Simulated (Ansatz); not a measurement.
input.yaml

```yaml
crystal:
  lattice:
    - [4.5792, 0.0, 0.0]
    - [0.0, 4.5792, 0.0]
    - [0.0, 0.0, 9.74]
  atoms:
    - { symbol: Ba, position: [0.5, 0.0, 0.35865] }
    - { symbol: Ba, position: [0.0, 0.5, 0.64135] }
    - { symbol: Cd, position: [0.5, 0.5, 0.0] }
    - { symbol: Cd, position: [0.0, 0.0, 0.0] }
    - { symbol: Sb, position: [0.5, 0.0, 0.81486] }
    - { symbol: Sb, position: [0.0, 0.5, 0.18514] }
    - { symbol: F, position: [0.5, 0.5, 0.5] }
    - { symbol: F, position: [0.0, 0.0, 0.5] }
basis:
  ecutwfc: 420
kpoints:
  mp_grid: { grid: [8, 8, 4] }
hamiltonian:
  xc: pbesol
scf:
  occupations: { method: gaussian, width: 0.01 }
output:
  forces: true
  stress: true
  eigenvalues: true
  populations: true
```

Launched with
```bash
ansatz run input.yaml --threads 1 --pin off --max-ram 2560MiB --backend cpu --events-out ev --progress --plain --runs-dir out
```

Level of theory: DFT PBEsol, scalar-relativistic, plane waves, PAW in Ansatz 0.2.0.

Part of what the program printed, abridged:

```
Pseudopotentials: kind: paw
Pseudopotential: Ba, paw, valence charge 10, recommended cutoff 420 eV (normal)
Pseudopotential: Cd, paw, valence charge 20, recommended cutoff 420 eV (normal)
Pseudopotential: Sb, paw, valence charge 15, recommended cutoff 420 eV (normal)
Pseudopotential: F, paw, valence charge 7, recommended cutoff 420 eV (normal)
Functional definition: PBEsol
Crystal: 8 atoms, lattice volume = 204.239 Å³
Basis set: ecut = 420 eV, 4001 PW (Γ), exchange–correlation on 64×64×144 points (8 copies of the dense FFT grid, shifted against one another)
Bands: 63, of which v1, the nominal top of the filled ones, is band 52 counted from 1 (51 counted from 0)
Symmetry: 16 space group operations
Space group: P4/nmm (ITA 129), of the structure as read, at distance tolerance 5.9e-5 Å
k-points: 45 of 256
Initial density: superposition of atomic densities (neutral atoms: chi_scale 0, normalization atom), corrected by the library's trained network
Initial wavefunctions: pseudopotential atomic-orbital guess
Functional: x = pbesol(κ = 0.804, μ = 0.12345679), c = pbesol(β = 0.046)
SCF iter   1: F=—  HF=-42519.439669 eV  |F-HF|=—  |Δ(HF+E_count)|=         —  Δρ=7.65e-3  dr2=9.52e-2  ethr=1.77e-3  ⟨swp⟩=8.5  Hψ=12872  notcnv=0  defer=11
SCF iter   2: F=—  HF=-42519.416087 eV  |F-HF|=—  |Δ(HF+E_count)|=   2.36e-2  Δρ=2.16e-3  dr2=8.19e-3  ethr=9.16e-5  ⟨swp⟩=2.5  Hψ=5877  notcnv=0  defer=263
SCF iter   3: F=—  HF=-42519.415365 eV  |F-HF|=—  |Δ(HF+E_count)|=   7.22e-4  Δρ=9.66e-4  dr2=2.60e-3  ethr=7.88e-6  ⟨swp⟩=2.1  Hψ=4723  notcnv=0  defer=263
SCF iter   4: F=—  HF=-42519.415378 eV  |F-HF|=—  |Δ(HF+E_count)|=   1.25e-5  Δρ=2.73e-4  dr2=1.71e-4  ethr=2.50e-6  ⟨swp⟩=2.2  Hψ=4361  notcnv=0  defer=263
SCF iter   5: F=—  HF=-42519.415411 eV  |F-HF|=—  |Δ(HF+E_count)|=   3.27e-5  Δρ=7.89e-5  dr2=1.18e-5  ethr=1.64e-7  ⟨swp⟩=2.0  Hψ=4413  notcnv=0  defer=263
SCF iter   6: F=—  HF=-42519.415510 eV  |F-HF|=—  |Δ(HF+E_count)|=   9.92e-5  Δρ=2.91e-5  dr2=1.68e-6  ethr=1.13e-8  ⟨swp⟩=2.0  Hψ=4894  notcnv=0  defer=263
SCF iter   7: F=-42519.415510 eV  HF=-42519.415510 eV  |F-HF|=3.34e-8  |Δ(HF+E_count)|=   4.82e-7  Δρ=5.67e-6  dr2=9.40e-8  ethr=9.62e-11  ⟨swp⟩=11.2  Hψ=16760  notcnv=0
SCF 1 converged in 7 iterations: F = -42519.415510 eV  dr2 = 9.40e-8
SCF converged after 7 iterations
Free energy (F): -42519.415510 eV
Harris-Foulkes:  -42519.415510 eV  (|F-HF|=3.34e-8)
Internal energy: -42519.415510 eV  (E = F + TS)
E sigma→0 (E₀):  -42519.415510 eV
Fermi energy:    10.073498 eV
--- Per-component energies (eV) ---
  E_band       = -1375.570691
  E_kinetic    = 2176.483816
  E_local      = -14535.414410  (includes V_loc(G=0)·N_el)
  E_nonlocal   = 1065.172000
  E_hartree    = 6653.011574
  E_xc         = -1119.779441
  E_vxc        = -1113.267238  (∫ρ·V_xc dr)
  E_paw        = -27695.654220  (= ΣΔE_a)
  E_vpaw       = -2274.557565  (= ΣTr[D̂ρ^β])
  E_aug_tail   = 0.004071  (compensation charges beyond the density's cutoff)
  E_ewald      = -9064.974286
  E_core_change = 1.735385  (= ΣΔE_core)
  E_smearing   =  0.000000  (= −TS)
--- Forces (eV/Å), atoms counted from 1 ---
  atom   1  Ba     0.00000000     0.00000000     0.04352799
  atom   2  Ba     0.00000000     0.00000000    -0.04352799
  atom   3  Cd     0.00000000     0.00000000     0.00000000
  atom   4  Cd     0.00000000     0.00000000     0.00000000
  atom   5  Sb     0.00000000     0.00000000    -0.07235603
  atom   6  Sb     0.00000000     0.00000000     0.07235603
  atom   7  F      0.00000000     0.00000000     0.00000000
  atom   8  F      0.00000000     0.00000000     0.00000000
--- Stress (GPa, compression-positive) ---
       -0.914643       0.000000       0.000000
        0.000000      -0.914643       0.000000
        0.000000       0.000000      -0.754680
  P = ⅓ Tr σ = -0.8613 GPa (-8.613 kbar)
--- Band table (eV; the first three rows and the last of 45) ---
  k-point 0: bands = ["-92.7543", "-92.7532", "-53.8520", "-53.8520", "-53.8410", "-53.8410", "-53.8296", "-53.8278", "-18.2618", "-18.2618", "-18.2615", "-18.2615", "-18.2530", "-18.2528", "-18.2467", "-18.2459", "-18.2421", "-18.2417", "-18.0154", "-17.8468", "-13.9044", "-13.8868", "-3.2651", "-3.2651", "-3.0836", "-3.0798", "-2.9783", "-2.9783", "-0.1057", "0.0274", "0.7208", "0.9839", "0.9839", "0.9886", "1.3404", "1.3404", "1.4340", "1.5021", "1.7769", "1.7852", "4.1193", "4.1295", "4.2021", "4.2021", "4.6370", "4.6370", "5.8373", "8.1749", "8.1749", "9.0366", "9.9478", "9.9478", "10.1989", "11.3313", "11.4680", "12.0536", "13.0104", "13.5355", "13.8670", "13.8670", "14.0851", "14.4588 ...
  k-point 1: bands = ["-92.7543", "-92.7532", "-53.8520", "-53.8520", "-53.8410", "-53.8410", "-53.8296", "-53.8278", "-18.2618", "-18.2618", "-18.2615", "-18.2615", "-18.2529", "-18.2529", "-18.2467", "-18.2459", "-18.2421", "-18.2417", "-18.0153", "-17.8469", "-13.9044", "-13.8868", "-3.2654", "-3.2654", "-3.0951", "-3.0691", "-2.9780", "-2.9780", "-0.0977", "0.0260", "0.7208", "0.9836", "0.9836", "0.9887", "1.3404", "1.3404", "1.4339", "1.5021", "1.7847", "1.7852", "4.0266", "4.1196", "4.2036", "4.2036", "4.6350", "4.6350", "5.9999", "8.1818", "8.1818", "8.8889", "9.9379", "9.9379", "10.2442", "11.3290", "11.7601", "11.8424", "13.4264", "13.4528", "13.5341", "13.8548", "13.8548", "14.4609 ...
  k-point 2: bands = ["-92.7543", "-92.7532", "-53.8520", "-53.8520", "-53.8410", "-53.8410", "-53.8296", "-53.8278", "-18.2618", "-18.2618", "-18.2615", "-18.2615", "-18.2529", "-18.2529", "-18.2467", "-18.2459", "-18.2421", "-18.2417", "-18.0153", "-17.8469", "-13.9044", "-13.8868", "-3.2656", "-3.2656", "-3.1009", "-3.0643", "-2.9777", "-2.9777", "-0.0894", "0.0243", "0.7208", "0.9834", "0.9834", "0.9888", "1.3404", "1.3404", "1.4337", "1.5021", "1.7852", "1.7928", "3.9348", "4.1200", "4.2053", "4.2053", "4.6328", "4.6328", "6.1582", "8.1889", "8.1889", "8.7419", "9.9279", "9.9279", "10.2970", "11.4825", "11.5473", "12.0974", "12.9853", "13.5328", "13.8429", "13.8429", "13.9010", "14.4629 ...
  k-point 44: bands = ["-92.7538", "-92.7538", "-53.8529", "-53.8529", "-53.8401", "-53.8401", "-53.8287", "-53.8287", "-18.2629", "-18.2629", "-18.2616", "-18.2616", "-18.2511", "-18.2511", "-18.2475", "-18.2475", "-18.2430", "-18.2430", "-17.8486", "-17.8486", "-14.0389", "-14.0389", "-3.2443", "-3.2443", "-3.2008", "-3.2008", "-2.9608", "-2.9608", "0.1139", "0.1139", "0.9024", "0.9024", "1.2257", "1.2257", "1.4009", "1.4009", "1.4170", "1.4170", "2.2093", "2.2093", "4.1091", "4.1091", "4.5128", "4.5128", "4.7089", "4.7089", "5.6953", "5.6953", "7.4633", "7.4633", "7.5220", "7.5220", "11.8347", "11.8347", "12.0060", "12.0060", "13.6377", "13.6377", "14.1817", "14.1817", "15.6729", "15.6729 ...
--- Löwdin populations: 8 sites ---
  site symbol q [e]
     0     Ba      8.3358
     1     Ba      8.3358
     2     Cd     18.9207
     3     Cd     18.9207
     4     Sb     16.4292
     5     Sb     16.4292
     6      F      7.7721
     7      F      7.7721
  spilling = 0.010427 (of n_electrons = 104.000000)
```

The calculation finished and met its thresholds.

The run took 84 s on 1 thread of Arm Neoverse N1, on a shared host, peak memory 0.7 GiB.